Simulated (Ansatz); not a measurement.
Si3N4 in space group Fd-3m (No. 227; Si on 16c, Si on 8b, N on 32e), PBEsol in the plane-wave PAW code Ansatz: ε∞ = 5.31, cell volume 116.07 Å³. Infrared-active transverse modes:

| ω_TO (cm⁻¹) | oscillator strength S_xx (e²/amu) |
|---|---|
| 397.2 | 0.03452 |
| 602.9 | 4.745 |
| 719.3 | 0.3873 |
| 801.2 | 2.007 |

### Question
Compute the static dielectric constant.

### Answer
Each mode adds (4.921e7/V) S/ω²: 0.09, 5.53, 0.32, 1.33. So ε0 = 12.6.

The cell was relaxed with PBEsol under the symmetry of its start; phonons on a q-mesh show no instability.

Potentials: the earlier of the program's two PAW sets.
